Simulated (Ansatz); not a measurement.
AlRu:
```
AlRu
1.0
    2.98251     0.00000     0.00000
    0.00000     2.98251     0.00000
    0.00000     0.00000     2.98251
Al Ru
1 1
Cartesian
  0.00000   0.00000   0.00000
  1.49125   1.49125   1.49125
```

Relaxed with r²SCAN. Special points in fractions of this cell's reciprocal vectors: Γ (0.000, 0.000, 0.000); X (0.000, 0.500, 0.000); M (0.500, 0.500, 0.000); R (0.500, 0.500, 0.500).

### Question
List the band energies nearest the Fermi level at these points for plane-wave PAW r²SCAN with spin–orbit coupling (Ansatz code).

### Answer
In eV from the Fermi level; about four levels below and three above (degenerate sets whole), none deeper than 8.9 eV; points with the same levels are listed once.

```json
[
 {"k": "Γ", "below": "-3.75 -3.75 -3.75 -3.75", "above": "0.08 0.08 0.08 0.08"},
 {"k": "X", "below": "-1.79 -1.79 -1.67 -1.67", "above": "0.42 0.42 2.53 2.53"},
 {"k": "M", "below": "-1.34 -1.34 -1.22 -1.22", "above": "1.72 1.72 5.72 5.72"},
 {"k": "R", "below": "-5.01 -5.01 -5.01 -5.01 -4.92 -4.92", "above": "1.82 1.82 1.82 1.82"}
]
```

Space group Pm-3m (CsCl type). The cell was relaxed with r²SCAN under the symmetry of its start. No spin polarisation was allowed.

Potentials: the later of the program's two PAW sets.
